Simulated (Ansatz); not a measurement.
Cu:
```xyz
2
Lattice="2.5323 0.0000 0.0000 -1.2662 2.1931 0.0000 0.0000 0.0000 4.1329" Properties=species:S:1:pos:R:3 pbc="T T T"
Cu     0.0000     1.4620     1.0332
Cu     1.2662     0.7310     3.0997
```

Relaxed with r²SCAN. Special points in fractions of this cell's reciprocal vectors: Γ (0.000, 0.000, 0.000); M (0.500, 0.000, 0.000); K (0.333, 0.333, 0.000); A (0.000, 0.000, 0.500); L (0.500, 0.000, 0.500); H (0.333, 0.333, 0.500).

Question: List the band energies nearest the Fermi level at these points for the program Ansatz at the r²SCAN level (PAW).

Answer: In eV from the Fermi level; about four levels below and three above (degenerate sets whole), none deeper than 8.9 eV; … stands for higher levels left out; points with the same levels are listed once.

| k | below | above |
|---|---|---|
| Γ | -2.57 -2.57 -1.77 -1.77 -1.10 | 4.18 22.43 … |
| M | -2.83 -1.66 -1.62 -1.56 | 0.04 1.75 8.28 |
| K | -2.61 -1.86 -1.86 -1.79 | 3.19 3.72 3.72 |
| A | -2.01 -2.01 -2.01 -2.01 | 13.28 13.28 … |
| L | -1.95 -1.95 -1.60 -1.60 | 0.52 0.52 5.30 5.30 |
| H | -2.57 -2.57 -1.73 -1.73 | 4.32 4.32 5.87 5.87 |

Space group P6_3/mmc (hcp (Mg type)). The first step of the workflow began from a Materials Project structure, measured or hypothetical; the Crystallography Open Database copy checked does not list it. It is not the phase usual at ambient conditions (space group No. 225). The cell was relaxed with r²SCAN under the symmetry of its start; of distortions, only those at the zone centre were tested. The run is not spin-polarised.

Potentials: the earlier of the program's two PAW sets.
